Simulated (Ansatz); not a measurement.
TePt (Pmma), relaxed with PBEsol (Ansatz, an electronic-structure program, plane waves, PAW): a = 3.601 Å, b = 3.494 Å, c = 7.236 Å, α = 90.00°, β = 90.00°, γ = 90.00°.

| Item | Value |
|---|---|
| ΔH_f (eV/atom) | -0.05 |

Task: The same phase is relaxed and computed with r²SCAN in the same code. What are the cell and these values now?

Result: a = 3.5880 Å, b = 3.5228 Å, c = 7.8020 Å, α = β = γ = 90.00°.

ΔH_f (eV/atom): -0.08

Typed or built starts, not in the databases checked: TePt, Pmma (Pt on 2e, Te on 2f). All cells were relaxed under the symmetry of their starts (and spin orders); stability against distortions was not tested throughout. Rows with no word on spin ran without spin polarisation. Spin–orbit coupling is left out wherever it is not named.

Potentials: the later of the program's two PAW sets.

Ansatz is a plane-wave DFT program.

Formation energies count from the lowest solids of the elements computed at the same level, not from gases.
